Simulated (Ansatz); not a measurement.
Values for one crystal, relaxed and computed with the program Ansatz at the PBE level (PAW); other levels are named.

- Volume per atom: 15.97 Å³
- Electronic character: metallic (no gap)
- Bulk modulus (Birch–Murnaghan fit): 69.5 GPa
- Density of states at the Fermi level: 0.72 states/eV per atom (mean over ±0.08 eV)
- Pressure derivative B′: 5.5
- Formation energy from the elements (no fitted shifts): -0.018 eV/atom

Question: Which of these materials gives this?
A. La2TaReN6, Fm-3m (La on 8c, Ta on 4b, Re on 4a, N on 24e)
B. Y3Ge, Fm-3m (Ge on 4a, Y on 4b, Y on 8c)
C. K2FeCoC6N6, Fm-3m (Pearson symbol cF64)
D. ZrC, rock salt

Answer: C, K2FeCoC6N6, Fm-3m (Pearson symbol cF64)

The first step of the workflow began from a Materials Project structure, measured or hypothetical; the Crystallography Open Database files this formula in space group No. 225, but the cells were not matched. Whether it is the stable phase at ambient conditions was not checked. Symmetry was held in the PBE relaxation; its stability against distortions is not shown here. Magnetic state: ferromagnetic, chosen from 2 collinear starts compared on coarse meshes (ties went to the first, and starts can fall back to one state), not a proven ground state. No Hubbard U is applied. The references are the lowest solids computed at this level, not always the standard phases (solids in place of the gases).

Potentials: the later of the program's two PAW sets.
